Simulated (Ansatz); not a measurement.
Si:
Space group P6₃/mmc (No. 194); a = 3.802 Å, b = 3.802 Å, c = 6.289 Å, α = 90.00°, β = 90.00°, γ = 120.00°

| atom | site | symmetry | x | y | z |
|---|---|---|---|---|---|
| Si | 4f | 3m. | 0.3333 | 0.6667 | 0.0630 |

Relaxed with LDA.

Q: Give the optical modes at the zone centre with their infrared activity from DFPT, plane-wave PAW LDA (Ansatz code).

A: Transverse frequencies, without the LO–TO term; a row sums one degenerate level.

```csv
ω (cm⁻¹),degeneracy,IR ((D/Å)²/amu),activity
94,2,0.00,IR-inactive
373,1,0.00,IR-inactive
415,1,0.00,IR-inactive
493,2,0.00,IR-inactive
508,2,0.00,IR-inactive
508,1,0.00,IR-inactive
```

Space group P6_3/mmc. The first step of the workflow began from a Materials Project structure, measured or hypothetical; the Crystallography Open Database copy checked does not list it. It is not the phase usual at ambient conditions (space group No. 227). The cell was relaxed with LDA under the symmetry of its start; its stability against distortions is not shown here.

Potentials: the earlier of the program's two PAW sets. The files were generated under PBE; for other functionals the program regenerates the frozen cores, and for LDA and PBEsol the local potential too.
